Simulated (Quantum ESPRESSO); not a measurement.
PtSe₂ is taken in the trigonal space group P-3m1 (No. 164), the CdI2 type structure, Pearson symbol hP3. Cell: a = b = 3.717 Å, c = 5.820 Å, α = β = 90.00°, γ = 120.00°. Se on 2d has 3 Pt at 2.515 Å (trigonal pyramidal). Pt on 1a has 6 Se at 2.515 Å (octahedral). (Neighbours: up to the widest gap in distance over summed covalent radii, below 1.35, at either atom; cation-cation contacts left out.)

The geometry is that of Materials Project entry mp-1115, symmetrised and not relaxed again.

### Question
What does PBEsol (Quantum ESPRESSO, PseudoDojo norm-conserving, 86 Ry, with spin-orbit coupling) give for the electronic structure near the Fermi level?

### Answer
The PBEsol gap is 0.48 eV; at least one edge lies off the plotted path, at a point of the SCF mesh. The smallest direct gap is 0.77 eV. Another valence extremum on the path lies within 0.02 eV, too close to call. 

The distance between layers or molecules is the database entry's, not relaxed here. Functionals without dispersion can leave it too large, which widens gaps and weakens the response across layers: the numbers belong to this cell.
